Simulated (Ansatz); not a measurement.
Cs2As3: single run (Ansatz)

Launch command:

```bash
ansatz run input.yaml --threads 1 --pin off --max-ram 2560MiB --backend cpu --events-out ev --progress --plain --runs-dir out
```

input.yaml:

```yaml
crystal:
  lattice:
    - [-5.085387, 0.0, 4.813065]
    - [5.085387, 0.0, 4.813065]
    - [0.0, 7.648989, 4.813065]
  atoms:
    - { symbol: Cs, position: [0.75, 0.25, 0.5] }
    - { symbol: Cs, position: [0.25, 0.75, 0.5] }
    - { symbol: As, position: [0.1246, 0.1246, 0.1424] }
    - { symbol: As, position: [0.267, 0.267, 0.8576] }
    - { symbol: As, position: [0.8754, 0.8754, 0.8576] }
    - { symbol: As, position: [0.733, 0.733, 0.1424] }
    - { symbol: As, position: [0.8565, 0.8565, 0.287] }
    - { symbol: As, position: [0.1435, 0.1435, 0.713] }
    - { symbol: Cs, position: [0.71227, 0.28773, 0.0] }
    - { symbol: Cs, position: [0.28773, 0.71227, 0.0] }
  symmetry: { tolerance: 0.0003 }
kpoints:
  mp_grid: { grid: [3, 3, 3], shift: [0.5, 0.5, 0.5] }
magnetization:
  spin_polarized: false
scf:
  occupations: { method: fermi_dirac }
  initial_density: { chi_scale: 0.3 }
hamiltonian:
  pseudopotentials: { kind: paw }
  xc: r2scan
basis:
  ecutwfc: 500
output:
  forces: true
  stress: true
  eigenvalues: true
```

Origin of the cell: a known structure type with other elements, at an estimated volume, so it need not be a known compound.

The smearing width isn't typed, so it takes its default of 0.1 eV.

Output (shortened):

```
Pseudopotentials: kind: paw
Pseudopotential: Cs, paw, valence charge 9, recommended cutoff 500 eV (meta_gga), Cs.paw.azcp
Pseudopotential: As, paw, valence charge 15, recommended cutoff 500 eV (meta_gga), As.paw.azcp
Functional definition: r2SCAN
  exchange = r2scan_x(k0 = k0, k1 = k1, a1 = a1)
  correlation = r2scan_c
Crystal: 10 atoms, lattice volume = 374.438 Å³
Basis set: ecut = 500 eV, 9553 PW (Γ), exchange–correlation on 216×216×288 points (64 copies of the dense FFT grid, shifted against one another)
Bands: 76, of which v1, the nominal top of the filled ones, is band 63 counted from 1 (62 counted from 0)
Symmetry: 8 space group operations
Space group: Fmmm (ITA 69), of the structure as read, at distance tolerance 2.2e-3 Å
[… 7 lines left out …]
Initial density: superposition of atomic densities (chi_scale 0.3, normalization cell, long waves kept (reshape's long-wave potential 0.10 eV rms))
Functional: x = r2scan, c = r2scan; τ floored in thin density (d = 2e-4 eV/Å³)
SCF iter   1: F=—  HF=-51990.245159 eV  Δρ=1.12e-1  dr2=2.61e2  dr2_τ=6.18e-1
SCF iter   2: F=—  HF=-51937.912015 eV  Δρ=4.40e-2  dr2=1.16e1  dr2_τ=1.17e1
SCF iter   3: F=—  HF=-51935.148765 eV  Δρ=1.54e-2  dr2=1.32e0  dr2_τ=4.40e-2  defer=11
SCF iter   4: F=—  HF=-51935.378571 eV  Δρ=6.05e-3  dr2=1.81e-1  dr2_τ=3.05e-3  defer=6
SCF iter   5: F=—  HF=-51935.366686 eV  Δρ=1.93e-3  dr2=1.59e-2  dr2_τ=5.19e-4  defer=7
SCF iter   6: F=—  HF=-51935.382890 eV  Δρ=5.57e-4  dr2=2.66e-3  dr2_τ=4.66e-5  defer=7
SCF iter   7: F=—  HF=-51935.383365 eV  Δρ=1.91e-4  dr2=4.34e-4  dr2_τ=4.24e-6  defer=6
SCF iter   8: F=—  HF=-51935.383244 eV  Δρ=9.27e-5  dr2=8.86e-5  dr2_τ=4.28e-7  defer=6
SCF iter   9: F=—  HF=-51935.383313 eV  Δρ=2.38e-5  dr2=5.47e-6  dr2_τ=7.98e-8  defer=6
SCF iter  10: F=—  HF=-51935.383314 eV  Δρ=5.40e-6  dr2=2.34e-7  dr2_τ=6.36e-9  defer=6
SCF iter  11: F=-51935.383314 eV  HF=-51935.383314 eV  Δρ=1.25e-6  dr2=1.25e-8  dr2_τ=2.82e-10
SCF 1 converged in 11 iterations: F = -51935.383314 eV  dr2 = 1.25e-8
SCF converged after 11 iterations
Free energy (F): -51935.383314 eV
Harris-Foulkes:  -51935.383314 eV  (|F-HF|=4.37e-9)
Internal energy: -51935.381866 eV  (E = F + TS)
E sigma→0 (E₀):  -51935.382590 eV
Entropy (-TS):   -0.001447 eV (-0.145 meV/atom)
Fermi energy:    7.139455 eV
--- Per-component energies (eV) ---
  E_band       = -1967.472273
  E_kinetic    = 1206.890830
  E_local      = -18291.281902  (includes V_loc(G=0)·N_el)
  E_nonlocal   = -3901.650521
  E_hartree    = 9397.106813
  E_xc         = -1105.271490
  E_vxc        = -1071.426934  (∫ρ·V_xc dr)
  E_paw        = -31459.601177  (= ΣΔE_a)
  E_vpaw       = 1241.672651  (= ΣTr[D̂ρ^β])
  E_aug_tail   = -0.000039  (compensation charges beyond the density's cutoff)
  E_vtau       = 54.104311  (kinetic-family band-sum trace: ∫τ·v_τ [+ j·A + Jᵃ·Aᵃ] dr)
  E_ewald      = -7773.029450
  E_core_change = -8.544930  (= ΣΔE_core)
  E_smearing   = -0.001447  (= −TS)
  Σ components = -51935.383314   (vs F -51935.383314, Δ=0.00e0)
--- Forces (eV/Å), atoms counted from 1 ---
  atom   1  Cs     0.000000     0.000000     0.000000
  atom   2  Cs     0.000000     0.000000     0.000000
  atom   3  As     0.000000     1.640977     2.679717
  atom   4  As     0.000000    -1.640977     2.679717
  atom   5  As     0.000000    -1.640977    -2.679717
  atom   6  As     0.000000     1.640977    -2.679717
  atom   7  As     0.000000     3.150209     0.000000
  atom   8  As     0.000000    -3.150209     0.000000
  atom   9  Cs     0.023247     0.000000     0.000000
  atom  10  Cs    -0.023247     0.000000     0.000000
  max |Σ_I F_I| component: 4.44e-16 eV/Å
--- Stress (GPa, compression-positive) ---
        0.532879       0.000000       0.000000
        0.000000       9.277797       0.000000
        0.000000       0.000000       8.934352
  P = ⅓ Tr σ = 6.2483 GPa (62.483 kbar)
```

Time: 75 s of wall time on 1 CPU thread(s) of a shared host, from the program's own first density.
